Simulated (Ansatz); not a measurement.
## Convergence of In3Se with the occupation rule

Computed with Ansatz, DFT PBE, scalar-relativistic, plane waves, PAW.

```cif
data_structure
_symmetry_space_group_name_H-M 'P 1'
_symmetry_Int_Tables_number 1
_cell_length_a 4.8038
_cell_length_b 4.8038
_cell_length_c 4.8038
_cell_angle_alpha 90.000
_cell_angle_beta 90.000
_cell_angle_gamma 90.000
_cell_volume 110.85
loop_
_atom_site_label
_atom_site_type_symbol
_atom_site_fract_x
_atom_site_fract_y
_atom_site_fract_z
_atom_site_occupancy
In1 In 0.00000 0.50000 0.50000 1
In2 In 0.50000 0.00000 0.50000 1
In3 In 0.50000 0.50000 0.00000 1
Se1 Se 0.00000 0.00000 0.00000 1
```

| Quantity | Value |
| --- | --- |
| plane-wave cutoff | 420 eV |
| Γ-centred k-mesh | 10×10×10 |
| spin treatment | unpolarised |

The atoms stay fixed while the occupation rule is varied. ΔE is the energy extrapolated to zero smearing, less that of the reference run (10×10×10 Γ-centred mesh, Gaussian smearing 0.1 eV). The cell isn't necessarily relaxed at this level. Pressure is positive in compression.

```csv
"rule, width (eV)",ΔE (meV/atom),"ΔF, free energy (meV/atom)",P (GPa)
Gaussian 0.1,0.00,0.00,-0.32
Gaussian 0.02,0.45,1.51,-0.33
Gaussian 0.2,-0.42,-3.18,-0.32
Gaussian 0.3,-0.87,-7.87,-0.33
Fermi–Dirac 0.01,0.43,1.44,-0.33
Fermi–Dirac 0.1,-0.60,-5.55,-0.32
Fermi–Dirac 0.3,2.07,-54.8,-0.27
Fermi–Dirac 0.5,17.0,-166,0.01
Methfessel–Paxton 0.01,0.49,1.67,-0.33
Methfessel–Paxton 0.05,0.37,1.49,-0.33
Methfessel–Paxton 0.1,0.11,1.19,-0.32
cold 0.01,0.48,1.66,-0.34
tetrahedron,-1.65,-0.46,-0.29
```